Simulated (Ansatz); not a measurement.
Relaxed-ion elastic tensor of ScIr3 (Cu3Au type, Pm-3m) in GPa (Voigt order), plane-wave PAW PBEsol (Ansatz code); density 17.45 g/cm³, 14.79 Å³ per atom.

```
380  218  218  0.0  0.0  0.0
218  380  218  0.0  0.0  0.0
218  218  380  0.0  0.0  0.0
0.0  0.0  0.0  187  0.0  0.0
0.0  0.0  0.0  0.0  187  0.0
0.0  0.0  0.0  0.0  0.0  187
```

**Question.** Is the crystal mechanically stable?

**Answer.** Yes: the smallest eigenvalue of C is 162 GPa.

**Question.** Work out the Voigt, Reuss and Hill averages.

**Answer.** K_V = 272, K_R = 272, K_H = 272; G_V = 145, G_R = 123, G_H = 134 GPa.

**Question.** Give Young's modulus, Poisson's ratio, Pugh's ratio and the universal anisotropy index.

**Answer.** E = 9KG/(3K + G) = 345 GPa; ν = 0.29; K/G = 2.03 (ductile by the Pugh limit of 1.75); A_U = 5G_V/G_R + K_V/K_R − 6 = 0.89.

**Question.** Estimate the sound speeds and the Debye temperature.

**Answer.** v_l = √((K + 4G/3)/ρ) = 5080 m/s, v_t = √(G/ρ) = 2770 m/s, mean 3090 m/s; Θ = (h/k)(3n/4πV)^(1/3) v_m = 374 K.

**Question.** Give the Zener ratio and Young's modulus along [100], [110] and [111].

**Answer.** A = 2C44/(C11 − C12) = 2.31; 1/E = S11 − 2(S11 − S12 − S44/2)Γ with Γ = 0, 1/4, 1/3 gives 221, 361, 456 GPa.

**Question.** Solve the Christoffel equation for the three sound speeds along [100], [110], [111].

**Answer.** Eigenvalues of C_ijkl n_j n_l equal ρv². In km/s, slowest first: [100] 3.27, 3.27, 4.67; [110] 2.16, 3.27, 5.28; [111] 2.58, 2.58, 5.46.

The first step of the workflow began from a Materials Project structure, measured or hypothetical; the Crystallography Open Database copy checked does not list it. Its standing as an ambient phase is unchecked. The cell was relaxed with PBEsol under the symmetry of its start; its stability against distortions is not shown here. The run is not spin-polarised. As this level gives no gap, shear constants depend on the k-mesh and smearing (Fermi–Dirac, 0.1 eV here). Scalar-relativistic: spin–orbit coupling is off unless named, which matters more the heavier the elements.

Potentials: the later of the program's two PAW sets.
